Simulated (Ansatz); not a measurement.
Relaxed Al (fcc, Cu type):

```xyz
4
Lattice="3.9907 0.0000 0.0000 0.0000 3.9907 0.0000 0.0000 0.0000 3.9907" Properties=species:S:1:pos:R:3 pbc="T T T"
Al     0.0000     0.0000     0.0000
Al     1.9954     1.9954     0.0000
Al     1.9954     0.0000     1.9954
Al     0.0000     1.9954     1.9954
```

In each cell atom 3 (Al, nearest neighbour Al at 2.822 Å; its periodic images, 4.0 Å or more away, move with it) moves by s·(-0.707, -0.707, 0.000) (towards the nearest neighbour), the rest being held.

All values below come from r2SCAN (plane waves to 500 eV, PAW, scalar-relativistic; Ansatz, a quantum-chemistry and plane-wave program). k mesh 9×9×9 (Γ-centred), Fermi-Dirac smearing 0.05 eV. Energies are smeared free energies. With partly filled bands, energies and forces of such displacements shift with the k mesh and the smearing. On this mesh the relaxed cell isn't quite at rest: it carries a pressure of 0.3 GPa (compression positive) at the zero of the scan. Al was relaxed with its symmetry unable to fall. The PAW data are Ansatz's earlier set. ΔE is measured from the undisplaced structure. The last digit holds for this mesh only.

```
s (Å)   ΔE (meV/cell)
------  -------------
-0.280       withheld
-0.224          142.2
-0.168           78.9
-0.112           34.7
-0.056            8.6
0.000             0.0
0.056             8.6
0.112            34.7
0.168            78.9
0.224           142.2
0.280        withheld
```

### Question
Fit an even polynomial form (powers 2, 4) to the given rows and predict ΔE at s = -0.280.

### Answer
Least squares on the 9 given rows: ΔE = (2745)·s² + (1781)·s⁴, in meV/cell with s in Å; root-mean-square residual 0.02 meV/cell. At -0.280 the fit gives 226.2 meV/cell; the calculation gives 226.1 meV/cell, so the extrapolation is off by 0.1 (+0.0 %). The quadratic term alone would give 215.2 meV/cell.

(For displaced atoms, the force is minus the slope of the energy, and its curvature is a force constant, which sets phonon frequencies.)
